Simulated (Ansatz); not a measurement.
An Ansatz (a quantum-chemistry and plane-wave program) input:

Ansatz 0.2 input:
```yaml
crystal:
  lattice:
    - [5.3013462799, 2.9455434458, 0.0]
    - [-5.3013462799, 2.9455434458, 0.0]
    - [-0.1185399475, 0.0, 4.8152477072]
  atoms:
    - { symbol: Rb, position: [0.6770224338, 0.3229775662, 0.3063812603] }
    - { symbol: Rb, position: [0.3229775662, 0.6770224338, 0.6936187397] }
    - { symbol: W, position: [0.0, 0.0, 0.0] }
    - { symbol: O, position: [0.8529039539, 0.1470960461, 0.8009605764] }
    - { symbol: O, position: [0.1470960461, 0.8529039539, 0.1990394236] }
    - { symbol: F, position: [0.8316913526, 0.6980537822, 0.7682661431] }
    - { symbol: F, position: [0.1683086474, 0.3019462178, 0.2317338569] }
    - { symbol: F, position: [0.6980537822, 0.8316913526, 0.2317338569] }
    - { symbol: F, position: [0.3019462178, 0.1683086474, 0.7682661431] }
kpoints:
  mp_grid: { grid: [5, 5, 5] }
  band_path:
    path:
      - [[0.0, 0.0, 0.0], [0.3272256626, 0.3272256626, 0.0]]  # Γ-C
      - [[-0.3272256626, 0.6727743374, 0.0], [-0.5, 0.5, 0.0], [0.0, 0.0, 0.0], [-0.5, 0.5, 0.5], [-0.3230421396, 0.6769578604, 0.5]]  # C_2-Y_2-Γ-M_2-D
      - [[0.3230421396, 0.3230421396, 0.5], [0.0, 0.0, 0.5], [0.0, 0.0, 0.0]]  # D_2-A-Γ
      - [[0.0, 0.5, 0.5], [0.0, 0.0, 0.0], [0.0, 0.5, 0.0]]  # L_2-Γ-V_2
      - [VBM, CBM]
    npoints: 8
hamiltonian:
  xc: r2scan
  pseudopotentials: { kind: paw }
magnetization: { noncollinear: true, spin_orbit: true }
scf:
  n_extra_bands: 18
  convergence: { dr2_threshold: 0.0000000001 }
  occupations: { method: gaussian, width: 0.01 }
checkpoint: { write: soc.run }
output: { eigenvalues: true }
```

Problem. How many symmetry operations and irreducible k-points will the run report?

Solution. 4 operations, 39 of 125 k-points.

Problem. With a cutoff of 500 eV, how many plane waves at Γ?

Solution. 3805.

It took around 30 core-minutes (rough) on shared server cores.

Space group C2/m. The first step of the workflow began from a Materials Project structure, measured or hypothetical; the Crystallography Open Database copy checked does not list it. Its standing as an ambient phase is unchecked. The r²SCAN relaxation kept the symmetry of its start; whether a distortion lowers the energy is not shown. No spin polarisation was allowed. No Hubbard U is applied.

Potentials: the later of the program's two PAW sets.

Ansatz is a plane-wave DFT program.
